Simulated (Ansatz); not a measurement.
CdTe:
```
CdTe
1.0
    3.76935     0.00000     0.00000
    0.00000     3.76935     0.00000
    0.00000     0.00000     3.76935
Cd Te
1 1
Direct
  0.00000   0.00000   0.00000
  0.50000   0.50000   0.50000
```

Relaxed with r²SCAN. Special points in fractions of this cell's reciprocal vectors: Γ (0.000, 0.000, 0.000); X (0.000, 0.500, 0.000); M (0.500, 0.500, 0.000); R (0.500, 0.500, 0.500).

Question: List the band energies nearest the Fermi level at these points for r²SCAN with spin–orbit coupling (plane waves, PAW; program Ansatz).

Answer: In eV from the Fermi level; about four levels below and three above (degenerate sets whole), none deeper than 8.9 eV; points with the same levels are listed once.

```csv
k,below,above
Γ,-0.74 -0.74 -0.74 -0.74 -0.68 -0.68,5.40 5.40 5.40 5.40
X,-8.54 -8.54 -6.06 -6.06,0.01 0.01 0.71 0.71
M,-4.24 -4.24 -1.81 -1.81,0.68 0.68 7.08 7.08 7.08 7.08
R,-2.15 -2.15 -2.15 -2.15,0.69 0.69 1.05 1.05
```

Space group Pm-3m (CsCl type). The start of the workflow was typed in or built on a structure type; neither database checked (COD, Materials Project) lists it. It is not the phase usual at ambient conditions (space group No. 216). Symmetry was held in the r²SCAN relaxation. At this level the phase is mechanically unstable. The volume moved by 17 % from the start of the relaxation.

Potentials: the earlier of the program's two PAW sets.
